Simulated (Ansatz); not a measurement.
**K₆MgSn₂: settings compared (Ansatz)**

Launch command:

```bash
ansatz run input.yaml --threads 1 --pin off --max-ram 2560MiB --backend cpu --events-out ev --progress --plain --runs-dir out
```

input.yaml:

```yaml
crystal:
  lattice:
    - [0.0, 6.270688, 0.0]
    - [5.772543, -3.135344, 0.0]
    - [1.498341, 0.0, -10.567529]
  atoms:
    - { symbol: Sn, position: [0.14474, 0.28948, 0.75097] }
    - { symbol: Sn, position: [0.85526, 0.71052, 0.24903] }
    - { symbol: Mg, position: [0.0, 0.0, 0.0] }
    - { symbol: K, position: [0.4703, 0.9406, 0.7247] }
    - { symbol: K, position: [0.5297, 0.0594, 0.2753] }
    - { symbol: K, position: [0.2926, 0.5852, 0.0705] }
    - { symbol: K, position: [0.7074, 0.4148, 0.9295] }
    - { symbol: K, position: [0.1736, 0.3472, 0.4092] }
    - { symbol: K, position: [0.8264, 0.6528, 0.5908] }
  symmetry: { tolerance: 0.0003 }
kpoints:
  mp_grid: { grid: [4, 4, 2], shift: [0, 0, 0] }
magnetization:
  spin_polarized: false
scf:
  occupations: { method: fermi_dirac }
hamiltonian:
  pseudopotentials: { kind: paw }
  xc: pbesol
basis:
  ecutwfc: 420
output:
  forces: true
  stress: true
  eigenvalues: true
```

Origin of the cell: a known structure type with other elements, at an estimated volume, so it need not be a known compound.

The smearing width isn't typed, so it takes its default of 0.1 eV.

Output of this run (shortened):

```
Pseudopotentials: kind: paw
Pseudopotential: Sn, paw, valence charge 14, recommended cutoff 420 eV (normal), Sn.paw.azcp
Pseudopotential: Mg, paw, valence charge 10, recommended cutoff 420 eV (normal), Mg.paw.azcp
Pseudopotential: K, paw, valence charge 9, recommended cutoff 420 eV (normal), K.paw.azcp
Functional definition: PBEsol
  exchange = pbesol_x
  correlation = pbesol_c
Crystal: 9 atoms, lattice volume = 382.521 Å³
Basis set: ecut = 420 eV, 7461 PW (Γ), exchange–correlation on 90×90×144 points (8 copies of the dense FFT grid, shifted against one another)
Bands: 56, of which v1, the nominal top of the filled ones, is band 46 counted from 1 (45 counted from 0)
Symmetry: 4 space group operations
Space group: C2/m (ITA 12), of the structure as read, at distance tolerance 2.2e-3 Å
k-points: 14 of 32
[… 8 lines left out …]
Initial density: superposition of atomic densities (neutral atoms: chi_scale 0, normalization atom), corrected by the library's trained network
Functional: x = pbesol(κ = 0.804, μ = 0.123457), c = pbesol(β = 0.046)
SCF iter   1: F=—  HF=-22908.806966 eV  Δρ=2.45e-3  dr2=5.46e-2
SCF iter   2: F=—  HF=-22908.833135 eV  Δρ=2.44e-3  dr2=2.34e-1
SCF iter   3: F=—  HF=-22908.802951 eV  Δρ=8.80e-4  dr2=3.14e-2
SCF iter   4: F=—  HF=-22908.798452 eV  Δρ=1.31e-4  dr2=2.10e-4
SCF iter   5: F=—  HF=-22908.798446 eV  Δρ=3.69e-5  dr2=7.84e-6
SCF iter   6: F=—  HF=-22908.798434 eV  Δρ=1.23e-5  dr2=1.41e-6
SCF iter   7: F=-22908.798433 eV  HF=-22908.798433 eV  Δρ=2.55e-6  dr2=7.21e-8
SCF 1 converged in 7 iterations: F = -22908.798433 eV  dr2 = 7.21e-8
SCF converged after 7 iterations
Free energy (F): -22908.798433 eV
Harris-Foulkes:  -22908.798433 eV  (|F-HF|=5.04e-8)
Internal energy: -22908.751743 eV  (E = F + TS)
E sigma→0 (E₀):  -22908.775088 eV
Entropy (-TS):   -0.046691 eV (-5.188 meV/atom)
Fermi energy:    4.157206 eV
--- Per-component energies (eV) ---
  E_band       = -1391.475421
  E_kinetic    = 1965.672927
  E_local      = -8458.424647  (includes V_loc(G=0)·N_el)
  E_nonlocal   = 118.092811
  E_hartree    = 3551.732286
  E_xc         = -1581.418046
  E_vxc        = -1204.558823  (∫ρ·V_xc dr)
  E_paw        = -12983.835284  (= ΣΔE_a)
  E_vpaw       = -915.729051  (= ΣTr[D̂ρ^β])
  E_aug_tail   = -0.000023  (compensation charges beyond the density's cutoff)
  E_ewald      = -5521.847620
  E_core_change = 1.275853  (= ΣΔE_core)
  E_smearing   = -0.046691  (= −TS)
  Σ components = -22908.798433   (vs F -22908.798433, Δ=0.00e0)
--- Forces (eV/Å), atoms counted from 1 ---
  atom   1  Sn    -0.192415    -0.000000    -0.368820
  atom   2  Sn     0.192415     0.000000     0.368820
[… 2 lines left out …]
  atom   5  K      0.012260    -0.000000    -0.020221
  atom   6  K      0.067328     0.000000    -0.026200
  atom   7  K     -0.067328    -0.000000     0.026200
  atom   8  K      0.007714     0.000000    -0.068428
  atom   9  K     -0.007714    -0.000000     0.068428
  max |Σ_I F_I| component: 0.0 eV/Å
--- Stress (GPa, compression-positive) ---
       -0.066612       0.000000      -0.437181
        0.000000      -0.253700      -0.000000
       -0.437181      -0.000000      -0.913478
  P = ⅓ Tr σ = -0.4113 GPa (-4.113 kbar)
```

The same input was run again with these changes:

1. `hamiltonian.pseudopotentials` { kind: paw } → { kind: paw, source: jth }; `basis.xc_grid` default → 3; `hamiltonian.xc` pbesol → rpbe
2. `scf.occupations.method` fermi_dirac → tetrahedron; `scf.initial_density.chi_scale` default → 0.1
3. `scf.eigensolver.kind` default → davidson; `basis.ecutrho_ratio` default → 12
4. `scf.occupations.method` fermi_dirac → cold; `scf.occupations.width` default → 0.2; `scf.mixing.algorithm` default → broyden; `scf.mixing.beta` default → 0.3

```tsv
run	end	SCF iterations	P (GPa)	max force component (eV/Å)	moment (μB)	ΔE(σ→0) (meV/atom)
base	converged	7	-0.41	0.369	–	0
1	converged	10	0.99	0.302	–	–
2	converged	10	-0.42	0.376	–	0.11
3	converged	8	-0.41	0.369	–	0.00
4	converged	18	-0.42	0.376	–	0.11
```

Energies are compared only where functional, datasets, charge and starting cell are the same.

Run 1: forces of this functional can be a tenth off on datasets made under PBE; the cutoff lies below the datasets' advice.
Run 2: forces and stress under tetrahedra may miss the slope of the energy.
Run 4: wide smearing.

Time of the base run: 16 s on 1 thread of Arm Neoverse V2, on a shared host, peak memory 0.65 GiB, from the program's own first density.
